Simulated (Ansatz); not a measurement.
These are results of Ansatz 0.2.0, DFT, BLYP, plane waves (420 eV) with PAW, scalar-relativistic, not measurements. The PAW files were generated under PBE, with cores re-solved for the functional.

An element in the omega (AlB2-type) structure gives this curve. The cell is scaled uniformly from the relaxed one, with fractional coordinates and shape fixed. Energies are extrapolated to zero smearing, pressures are those at the given smearing. Magnetic state: spin not included.

```json
{"V (Å³/atom)": "14.652", "E − E₀ (meV/atom)": "51.9", "P (GPa)": "9.99"}
{"V (Å³/atom)": "15.318", "E − E₀ (meV/atom)": "20.0", "P (GPa)": "5.72"}
{"V (Å³/atom)": "15.984", "E − E₀ (meV/atom)": "3.9", "P (GPa)": "2.37"}
{"V (Å³/atom)": "16.650", "E − E₀ (meV/atom)": "0.1", "P (GPa)": "-0.28"}
{"V (Å³/atom)": "17.316", "E − E₀ (meV/atom)": "6.2", "P (GPa)": "-2.40"}
{"V (Å³/atom)": "17.982", "E − E₀ (meV/atom)": "20.1", "P (GPa)": "-4.08"}
{"V (Å³/atom)": "18.648", "E − E₀ (meV/atom)": "40.3", "P (GPa)": "-5.42"}
```

(1) Which element is it?
A. rhodium
B. zinc
C. silicon
D. titanium

Results:

(1) C. Its fit is V₀ = 16.55 Å³/atom, B₀ = 61 GPa, B₀′ = 4.7.
